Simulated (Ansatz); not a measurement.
This cell of Fe (bcc, W type) is off equilibrium:

```xyz
2
Lattice="-2.8645 2.8645 2.8645 1.4323 -1.4323 1.4323 1.4323 1.4323 -1.4323" Properties=species:S:1:pos:R:3 pbc="T T T"
Fe     0.3100    -0.3100     0.0000
Fe    -1.4323     1.4323     1.4323
```

Computed with r2SCAN (plane waves to 500 eV, PAW, scalar-relativistic; Ansatz, a first-principles code). k mesh 9×18×18 (Γ-centred), Fermi-Dirac smearing 0.05 eV. E stands for the smeared free energy. Stress and pressure are positive under compression. With partly filled bands, energies and forces of such displacements shift with the k mesh and the smearing. On this mesh the relaxed cell isn't quite at rest: it carries a pressure of -0.2 GPa (compression positive) at the zero of the scan. Fe was relaxed with its symmetry unable to fall. Relaxed Fe ends ferromagnetic. The magnetic order is the one the run started from; other orders were not tried.

### Question
What forces act on the atoms (eV/Å, Cartesian)?

### Answer
```json
[
 {"atom": "Fe1", "Fx": "-1.629", "Fy": "1.930", "Fz": "1.557"},
 {"atom": "Fe2", "Fx": "1.629", "Fy": "-1.930", "Fz": "-1.557"}
]
```

### Question
Give the stress tensor in GPa and the pressure.

### Answer
```
    6.9     -2.0     -9.1
   -2.0     12.4      7.3
   -9.1      7.3     11.7
```
The pressure, a third of the trace, is 10.4 GPa.

### Question
In it atom 1 sits (0.310, -0.310, 0.000) Å away from its relaxed site. What is its energy relative to the relaxed cell?

### Answer
553 meV/cell.

(A displaced cell: forces are minus the slopes of the energy, force constants its curvatures, and phonons follow from these.)
